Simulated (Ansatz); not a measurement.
Computed properties of ZnO (4H polytype)

All numbers come from the PAW code Ansatz. Note: simulated data, non-magnetic, for a generated structure that need not be the stable one.

ZnO (4H polytype), relaxed with r2SCAN. Space group P6_3mc (No. 186), hexagonal; a = 3.226 Å, c = 10.473 Å in the conventional setting, 11.80 Å³ an atom. Zn has 4 O at 1.97–1.98 Å; Zn has 4 O at 1.97 Å; O has 4 Zn at 1.97–1.98 Å; O has 4 Zn at 1.97 Å.

```
CELL_PARAMETERS angstrom
3.22650 0.00000 0.00000
-1.61325 2.79423 0.00000
0.00000 0.00000 10.47260
ATOMIC_POSITIONS crystal
Zn 0.00000 0.00000 0.99938
Zn 0.33333 0.66667 0.24956
Zn 0.00000 0.00000 0.49938
Zn 0.66667 0.33333 0.74956
O 0.00000 0.00000 0.18815
O 0.33333 0.66667 0.43790
O 0.00000 0.00000 0.68815
O 0.66667 0.33333 0.93790
```

Relaxed lattice by functional, symmetry kept:

| functional | k mesh | a (Å) | c (Å) | volume (Å³/atom) |
| --- | --- | --- | --- | --- |
| PBE | 12×12×4 | 3.272 | 10.630 | 12.32 |
| r2SCAN | 12×12×2 | 3.226 | 10.473 | 11.80 |

Band edges at fixed r2SCAN geometry:
```csv
level,k mesh,gap (eV),kind,edges,least direct gap (eV)
PBE,12×12×4,0.75,direct,Γ,0.75
r2SCAN,12×12×4,1.18,direct,Γ,1.18
HSE06,6×6×2,2.46,direct,Γ,2.46
PBE0,6×6×2,3.15,direct,Γ,3.15
```
PBE: smearing of 0.02 eV; the others have fixed occupations.
Wave cutoffs: 420 eV, 500 eV (r2SCAN).

With HSE06 the gap is 2.46 eV and direct, at Γ.

r2SCAN covers 25 % of the step from PBE to HSE06. All these functionals give a gap of the same kind, direct.

r2SCAN (ground state on 9×9×2): The clamped-ion dielectric constant comes out as 4.43 along x and y, 4.46 along z. Born charges, averaged over directions: Zn +2.11, O -2.11 e. The program notes that the ground state's band table doesn't vouch for all the bands that the response reads.

The meshes of the hybrids are coarse, so their gaps aren't converged to the digits shown.
